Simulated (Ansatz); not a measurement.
BaS3, in the lowest among the structures calculated here: P-42₁m (No. 113), tP8; a = b = 6.924 Å, c = 4.204 Å, α = β = γ = 90.00°; Ba 2a (0.000, 0.000, 0.000); S 4e (0.321, 0.179, 0.474); S 2c (0.500, 0.000, 0.208). Method: r2SCAN (plane waves to 500 eV, PAW, scalar-relativistic; Ansatz, a program for electronic structure). Element references, the lowest calculated here: Ba (Im-3m), S (Fddd).

Problem. Estimate the formation energy of this P-42₁m form of BaS3 from the elements that r2SCAN returns for this input.

Solution. -1.28 eV/atom.

Problem. Is it stable against the other phases calculated?

Solution. Yes: the most favourable decomposition, BaS3 → BaS2 + S (S Fddd, BaS2 C2/c), costs 0.03 eV/atom.

Problem. Over what range of chemical potentials is BaS3 stable among the phases calculated here? Give the corners of its window as Δμ = μ − μ(element).

Solution. 
| in equilibrium with | Δμ(Ba) (eV) | Δμ(S) (eV) |
|---|---|---|
| S | -5.1 | 0.0 |
| BaS2 | -4.8 | -0.1 |

At every corner Σ nΔμ equals the formation energy, about -5.1 eV per formula unit; the corners carry the error of several atoms' energies, a few 0.01 eV.

This is the hull of the energies calculated here, no anion corrections; phases that were not calculated are missing from it. Values are rounded to 0.01 eV/atom. The compounds carry no spin polarisation.
